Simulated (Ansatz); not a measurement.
### Question
Name crystals whose computed values (DFT-PBEsol in the program Ansatz with PAW potentials) fall in these windows: B₀ by P(V) fit (GPa) 37 to 52; highest Γ mode, no LO–TO term (cm⁻¹) 210 to 270.

### Answer


| crystal | B₀ by P(V) fit (GPa) | highest Γ mode, no LO–TO term (cm⁻¹) |
|---|---|---|
| Mg2Sn, Cmcm (Mg on 8g, Sn on 4c) | 43.8 | 225 |
| Ga, Cmcm (Ga on 8g) | 51.1 | 243 |
| NaF, rock salt | 48.5 | 239 |
| Mg2Sn, P-62m (Mg on 3g, Mg on 1a, Sn on 2c) | 44.2 | 231 |
| Mg2Sn, Cmcm (Mg on 4c, Mg on 4c, Sn on 4c) | 45.5 | 244 |
Others may fit too.

Not the usual ambient phase: Ga, Cmcm (Ga on 8g). Standing as an ambient phase not checked: Mg2Sn, Cmcm (Mg on 8g, Sn on 4c); Mg2Sn, P-62m (Mg on 3g, Mg on 1a, Sn on 2c); Mg2Sn, Cmcm (Mg on 4c, Mg on 4c, Sn on 4c). Perhaps ordered models of mixed-site phases: Mg2Sn, Cmcm (Mg on 8g, Sn on 4c); Mg2Sn, P-62m (Mg on 3g, Mg on 1a, Sn on 2c); Mg2Sn, Cmcm (Mg on 4c, Mg on 4c, Sn on 4c). All cells were relaxed under the symmetry of their starts (and spin orders); stability against distortions was not tested throughout. Scalar-relativistic: spin–orbit coupling is off unless named, which matters more the heavier the elements.

Potentials: the later of the program's two PAW sets.
